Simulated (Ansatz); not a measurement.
This guess for Co2W is about to be relaxed.

```cif
data_structure
_symmetry_space_group_name_H-M 'P6_3/mmc'
_symmetry_Int_Tables_number 194
_cell_length_a 2.6287
_cell_length_b 2.6287
_cell_length_c 12.7842
_cell_angle_alpha 90.000
_cell_angle_beta 90.000
_cell_angle_gamma 120.000
_cell_volume 76.51
loop_
_atom_site_label
_atom_site_type_symbol
_atom_site_symmetry_multiplicity
_atom_site_Wyckoff_symbol
_atom_site_fract_x
_atom_site_fract_y
_atom_site_fract_z
_atom_site_occupancy
Co1 Co 4 f 0.66667 0.33333 0.58333 1
W1 W 2 d 0.66667 0.33333 0.25000 1
```

Method: Ansatz 0.2.0, DFT PBE, scalar-relativistic, plane waves, PAW. Cutoff 420 eV, Gaussian smearing, Γ-centred meshes. Cell and atoms relax first on a coarse mesh and then on a finer one. In between, the cell is made exact in the group found at 0.06 Å. In metals the finer mesh still leaves noise of several meV/atom or more. The steps can't lower the symmetry of their start. Collinear spin, starting moments Co 3.0 (×4) μB.

A guess keeps its type if space group and coordination stay and the shape of the cell changes little (axis ratios within about 15 %, angles within 6°); the volume may change.

**Question.** Does it keep its structure type, or change into something else?

**Answer.** It keeps its type. The symmetry stays P6_3/mmc (No. 194). The volume per atom stays near 12.8 Å³. The shortest distance goes from 2.62 Å (Co–W and Co–Co) to 2.48 Å (Co–Co). The ratio c/a of the conventional cell changes by a factor of 0.95. Counting neighbours within 15 % of an atom's shortest distance, the start has Co 12, W 12 and the end Co 12, W 12.

Energies over the elements count from the elements' standard structures at the same level, with no fitted energy shifts.

**Question.** At what energy does it end?

**Answer.** +0.25 eV/atom. The separate elements lie lower, so it is unstable against them.

The last run used collinear spin, an 18×18×4 mesh (in the run's order of axes) for its 6-atom cell and Gaussian smearing of 0.10 eV. Spin–orbit coupling, which can matter for W, is left out. The magnetic state reached may not be the lowest. A structure relaxed within its symmetry needn't be a true minimum.
